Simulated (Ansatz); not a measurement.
YS from its elements: all-electron against pseudopotential results

```xyz
2
Lattice="0.0000 2.7301 2.7301 2.7301 0.0000 2.7301 2.7301 2.7301 0.0000" Properties=species:S:1:pos:R:3 pbc="T T T"
Y     2.7301    2.7301    2.7301
S     0.0000    0.0000    0.0000
```

The cell comes from a relaxation on PAW files under the same functional, begun from a database entry that needn't be the ground state.

Computed with Ansatz 0.2.0; functional PBEsol, scalar-relativistic. Settings: a Γ-centred 9×9×9 k mesh, Fermi–Dirac smearing of 0.02 eV, no spin polarisation. Methods: LAPW: all electrons, basis error target 0.5 meV/atom; PAW: frozen-core files, cutoff 420 eV; norm-conserving: pseudopotentials, cutoff 980 eV.

The elements are taken as S S6 rings, Y hcp, each relaxed on PAW files under the same functional and computed by the same method as the compound; zero-point and thermal terms are left out. The functional lacks long-range dispersion, which matters for the layered or molecular reference states. S6 rings stand in for α-S8.

The PAW files were made under PBE. The norm-conserving files are those that the library serves for this functional.

Problem. What is the formation energy by LAPW, and how far do the other methods lie from it?

Solution. -2.170 eV/atom; PAW -1.2 meV/atom; norm-conserving -0.7 meV/atom. The compound is bound against these elements; other compounds of the system weren't compared.

Problem. Give the LAPW value for one formula unit in kJ/mol.

Solution. -2.170 eV/atom × 2 atoms × 96.485 kJ/(mol·eV) = -418.7 kJ/mol, at zero temperature and without zero-point motion.
